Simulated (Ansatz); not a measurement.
Question: Each is relaxed and computed with plane-wave PAW PBE (Ansatz code). Which is the only metal?
A) SiSe2, anatase
B) SiC, Pm-3n (Si on 6c, C on 6d)
C) Si2Mo, fluorite or antifluorite type
D) Be2C, fluorite or antifluorite type

Answer: C, Si2Mo, fluorite or antifluorite type. Si2Mo: metal; SiSe2: gap 0.31 eV (indirect); Be2C: gap 1.17 eV (indirect); SiC: gap 1.88 eV (indirect). Constructed cells (a structure type filled with these elements, in neither database checked): Si2Mo, fluorite or antifluorite type; SiSe2, anatase. Typed or built starts, not in the databases checked: SiC, Pm-3n (Si on 6c, C on 6d). Not the usual ambient phase: Si2Mo, fluorite or antifluorite type; SiC, Pm-3n (Si on 6c, C on 6d). All cells were relaxed under the symmetry of their starts (and spin orders); stability against distortions was not tested throughout. Rows with no word on spin ran without spin polarisation. Scalar-relativistic: spin–orbit coupling is off unless named, which matters more the heavier the elements.

Potentials: the later of the program's two PAW sets.
